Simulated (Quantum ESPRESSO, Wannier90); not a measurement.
# Tight-binding from DFT: BiBrO (P4/nmm)

```
begin unit_cell_cart
ang
    3.9278300000    0.0000000000    0.0000000000
    0.0000000000    3.9278300000    0.0000000000
    0.0000000000    0.0000000000    8.3943200000
end unit_cell_cart
begin atoms_frac
Bi   0.0000000000  0.5000000000 -0.1485600000
Bi   0.5000000000  0.0000000000  0.1485600000
Br   0.5000000000  0.0000000000 -0.3347100000
Br   0.0000000000  0.5000000000  0.3347100000
O    0.0000000000  0.0000000000  0.0000000000
O    0.5000000000  0.5000000000  0.0000000000
end atoms_frac
```

Structure: Materials Project mp-23072, symmetrised, not relaxed again. COD (Crystallography Open Database) has an entry of this formula and space group (matched by these alone). Computed values, not measurements, from PBEsol: Quantum ESPRESSO (norm-conserving PseudoDojo potentials, cutoff 68 Ry, spinors with spin-orbit coupling) on a Γ-centred 4×4×4 mesh, then Wannier90. Density: 8×8×4 mesh, Gaussian smearing 0.01 Ry.

A tight-binding model is made by disentanglement and projection with no localisation steps (num_iter = 0), so the 48 orbitals stay atom-like: hydrogen-like Bi: s;p; Br: s;p; O: s;p, axes along x, y, z; frozen window up to 3.30 eV relative to the valence-band maximum. It follows pw.x to 2.4 meV rms for states up to 2.8 eV relative to the valence-band maximum. Matrix elements depend on this choice of orbitals and windows.

The 20 largest hoppings ⟨m,0|H|n,R⟩ between different sites (one of each Hermitian pair; signs follow the real orbitals' lobes; the list may end inside a set of equal values):

```json
[
 {"m": "O6 py↑", "n": "Bi2 s↑", "R": "0 0 0", "distance of the centres (Å)": "2.31", "t (eV)": "1.572", "Im t (eV)": "0.000"},
 {"m": "Bi2 s↑", "n": "O5 px↑", "R": "1 0 0", "distance of the centres (Å)": "2.31", "t (eV)": "1.572", "Im t (eV)": "0.000"},
 {"m": "O5 px↓", "n": "Bi2 s↓", "R": "0 0 0", "distance of the centres (Å)": "2.31", "t (eV)": "-1.572", "Im t (eV)": "0.000"},
 {"m": "O5 py↓", "n": "Bi1 s↓", "R": "0 0 0", "distance of the centres (Å)": "2.31", "t (eV)": "-1.572", "Im t (eV)": "0.000"},
 {"m": "O6 px↓", "n": "Bi1 s↓", "R": "0 0 0", "distance of the centres (Å)": "2.31", "t (eV)": "1.572", "Im t (eV)": "0.000"},
 {"m": "Bi1 s↓", "n": "O5 py↓", "R": "0 1 0", "distance of the centres (Å)": "2.31", "t (eV)": "1.572", "Im t (eV)": "0.000"},
 {"m": "O6 py↓", "n": "Bi2 s↓", "R": "0 1 0", "distance of the centres (Å)": "2.31", "t (eV)": "-1.572", "Im t (eV)": "0.000"},
 {"m": "O6 px↓", "n": "Bi1 s↓", "R": "1 0 0", "distance of the centres (Å)": "2.31", "t (eV)": "-1.572", "Im t (eV)": "0.000"},
 {"m": "O6 py↓", "n": "Bi2 s↓", "R": "0 0 0", "distance of the centres (Å)": "2.31", "t (eV)": "1.572", "Im t (eV)": "0.000"},
 {"m": "O6 py↑", "n": "Bi2 s↑", "R": "0 1 0", "distance of the centres (Å)": "2.31", "t (eV)": "-1.572", "Im t (eV)": "0.000"},
 {"m": "O5 px↑", "n": "Bi2 s↑", "R": "0 0 0", "distance of the centres (Å)": "2.31", "t (eV)": "-1.572", "Im t (eV)": "0.000"},
 {"m": "O6 px↑", "n": "Bi1 s↑", "R": "0 0 0", "distance of the centres (Å)": "2.31", "t (eV)": "1.572", "Im t (eV)": "0.000"},
 {"m": "Bi2 s↓", "n": "O5 px↓", "R": "1 0 0", "distance of the centres (Å)": "2.31", "t (eV)": "1.572", "Im t (eV)": "0.000"},
 {"m": "O6 px↑", "n": "Bi1 s↑", "R": "1 0 0", "distance of the centres (Å)": "2.31", "t (eV)": "-1.572", "Im t (eV)": "0.000"},
 {"m": "O5 py↑", "n": "Bi1 s↑", "R": "0 0 0", "distance of the centres (Å)": "2.31", "t (eV)": "-1.572", "Im t (eV)": "0.000"},
 {"m": "Bi1 s↑", "n": "O5 py↑", "R": "0 1 0", "distance of the centres (Å)": "2.31", "t (eV)": "1.572", "Im t (eV)": "0.000"},
 {"m": "O5 py↑", "n": "Bi1 py↑", "R": "0 0 0", "distance of the centres (Å)": "2.41", "t (eV)": "1.322", "Im t (eV)": "0.000"},
 {"m": "O5 px↓", "n": "Bi2 px↓", "R": "0 0 0", "distance of the centres (Å)": "2.41", "t (eV)": "1.322", "Im t (eV)": "0.000"},
 {"m": "O6 py↑", "n": "Bi2 py↑", "R": "0 0 0", "distance of the centres (Å)": "2.41", "t (eV)": "1.322", "Im t (eV)": "0.000"},
 {"m": "O6 px↑", "n": "Bi1 px↑", "R": "1 0 0", "distance of the centres (Å)": "2.41", "t (eV)": "1.322", "Im t (eV)": "0.000"}
]
```
